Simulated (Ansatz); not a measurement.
# The equilibrium volume of HfGe, sorted by core time

It takes space group Pm-3m (No. 221, cubic). Conventional cell: a = 3.501 Å, b = 3.501 Å, c = 3.501 Å, α = 90.00°, β = 90.00°, γ = 90.00°. Hf (site symmetry m-3m) has 8 Ge at 3.03 Å as nearest neighbours. Ge (site symmetry m-3m) has 8 Hf at 3.03 Å as nearest neighbours.

The cell comes from a database or a generator and needn't be the stable form of this composition.

```tsv
rung	level	program and potentials	cutoff (eV)	k mesh	smearing	spin	core time	chip	equilibrium volume (Å³/atom)	notes
GGA	PBE	Ansatz, Ansatz PAW	420	8 × 8 × 8	fermi-dirac 0.05	off	4.3 s	AMD EPYC 9R45 Zen 5	18.83	-
GGA	PBE	Ansatz, Ansatz PAW	420	6 × 6 × 6	fermi-dirac 0.05	off	11 s	Arm Neoverse N1	(a)	-
GGA	RPBE	Ansatz, Ansatz PAW	420	8 × 8 × 8	fermi-dirac 0.05	off	13 s	Arm Neoverse V2	19.28	potentials made for PBE, which Ansatz adapts in part
GGA + dispersion	PBE+D4	Ansatz, Ansatz PAW	420	5 × 5 × 5	methfessel-paxton 0.1	SOC, no magnetisation	31 s	Arm Neoverse N1	18.43	-
hybrid	PBE0	Ansatz, Ansatz PAW	420	4 × 4 × 4	fermi-dirac 0.05	off	55 s	AMD EPYC 7R13 Zen 3	18.99	coarse mesh; potentials made for PBE, which Ansatz adapts in part
```

Times are single runs on shared hosts and different chips, so they are rough; meshes, cutoffs and the tasks' sizes weigh on the time. Task: relaxation of cell and atoms. Smearing widths are in eV. For a metal such meshes aren't converged. Meshes differ between rows, which moves values too. Meshes are those of the run's cell of 2 atoms unless a note names another. Relaxations start from the cell shown or near it and stop with a little pressure left. Runs on faulty files, with rough fits or with known faults for this quantity aren't shown.

**Question.** Estimate the value left out from the other rows.

**Answer.** (a) 18.76 Å³/atom.
